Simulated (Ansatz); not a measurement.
## Au (simple cubic): energy against volume

Method: DFT, LDA (PW92), plane waves (420 eV) with PAW, scalar-relativistic (Ansatz). (PAW data from PBE, frozen cores regenerated.)

The cell is scaled uniformly from the relaxed one, with fractional coordinates and shape fixed. Energies are extrapolated to zero smearing, pressures are those at the given smearing. Magnetic state: spin not included.

A Birch-Murnaghan fit gives V₀ = 19.01 Å³/atom, B₀ = 147 GPa, B₀′ = 5.5.

Problem. What are the energy above the minimum and the pressure at 16.700 Å³/atom?

Solution. 169.5 meV/atom and 26.99 GPa as computed.

Problem. What are the energy above the minimum and the pressure at 20.496 Å³/atom?

Solution. 45.6 meV/atom and -9.10 GPa as computed.

Problem. What are the energy above the minimum and the pressure at 21.255 Å³/atom?

Solution. 95.9 meV/atom and -12.14 GPa as computed.
